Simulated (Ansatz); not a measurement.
Method: r2SCAN, no spin polarisation; PAW, plane waves to 500 eV, 9×9×9 Γ-centred mesh, fermi-dirac occupations (width 0.1 eV) (Ansatz 0.2.0), atoms fixed.

Computed maps in the lattice plane spanned by a (left to right, 4.30 Å, 13 points from zero) and b (bottom to top, 4.30 Å, 13 points from zero), 90° apart, at height 0.000 along c. The fields are smooth PAW ones with compensation charges, not the true ones near nuclei.

Valence density. Digits on a logarithmic scale: 0 up to 0.03 e/Å³, each further digit a factor of 1.6, 9 from 1.3 e/Å³ up:
```
9997543345799
9986544445689
7765566665567
5555689986555
4446899998644
3346999999643
3346999999643
4446899998644
5555689986555
7765566665567
9986544445689
9997543345799
9997543345799
```

ELF. Ten even steps from '0' (0.08) to '9' (0.74):
```
0044200002440
3453111111354
4432223322234
2212346643212
0012478874210
0013688886310
0013688886310
0012478874210
2212346643212
4432223322234
3453111111354
0044200002440
9034200002430
```

Task: The cell is BiPt₃. Which atoms lie within 0.2 Å of this plane, and where (fractions of a and b)?

Result: Bi at (0.00, 0.00), Pt at (0.50, 0.50). The whole cell:
```
Bi Pt
1.0
     0.00000    4.29673    0.00000
     4.29673    0.00000    0.00000
     2.14837    2.14837   -3.88478
Bi Pt
1 3
Direct
  0.00000 0.00000 0.00000
  0.75000 0.25000 0.50000
  0.25000 0.75000 0.50000
  0.50000 0.50000 0.00000
```

Origin: a known structure type with other elements, at an estimated volume, so it need not be a known compound.
